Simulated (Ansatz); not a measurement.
**Si₃N₄: Field gradients at the nuclei**

The cell is an entry of the Crystallography Open Database (COD; perhaps a calculated or model structure) whose atoms were relaxed with PBE, the cell held.

```cif
data_Si3N4
_symmetry_space_group_name_H-M 'P6_3/m'
_symmetry_Int_Tables_number 176
_cell_length_a 7.6015
_cell_length_b 7.6015
_cell_length_c 2.9061
_cell_angle_alpha 90.000
_cell_angle_beta 90.000
_cell_angle_gamma 120.000
loop_
_atom_site_label
_atom_site_type_symbol
_atom_site_symmetry_multiplicity
_atom_site_Wyckoff_symbol
_atom_site_fract_x
_atom_site_fract_y
_atom_site_fract_z
Si Si 6 h 0.7680 0.1741 0.2500
N7 N 6 h 0.0299 0.3299 0.2500
N13 N 2 d 0.6667 0.3333 0.2500
```

One atom of each set is listed.

Method: Kohn–Sham DFT in Ansatz, PBE, plane waves and PAW, scalar-relativistic, 420 eV cutoff, Γ-centred 4×4×10 k-points, Fermi–Dirac smearing 0.02 eV.

V_zz is the principal component of the electric field gradient with the largest magnitude, η = (V_xx − V_yy)/V_zz and C_Q = eQV_zz/h.

¹⁴N: I = 1, Q = 20.44 mb. Q values from Pyykkö, Mol. Phys. 116, 1328 (2018).

```tsv
site	atoms	first shell	V_zz (10²¹ V/m²)	η	C_Q (MHz)
Si	6	4 N at 1.73–1.74 Å	0.97	0.43	–
N7	6	3 Si at 1.73–1.74 Å	-4.93	0.07	-2.44
N13	2	3 Si at 1.73 Å	-4.88	0.00	-2.41
```

An axis of threefold or higher order runs through N13, so V_zz lies along it and η is zero. At N7 V_zz stands upright on the plane through its three neighbours (within 3°).

Si has no stable isotope with a ground-state quadrupole moment in the table, so no C_Q is given.

At this cell the PBE pressure is 6 GPa, so with PBE the cell would grow if it were relaxed.

The relaxation (2 steps) took 23 s of wall time (23 s of CPU time) and 0.51 GiB at its peak, on 1 thread of Intel Xeon Platinum 8259CL CPU @ 2.50GHz (Skylake/Cascade Lake) (x86_64; 44 cores open to the job, memory cap 2.5 GiB, no GPU), a shared host with a load of 0.5 a core.
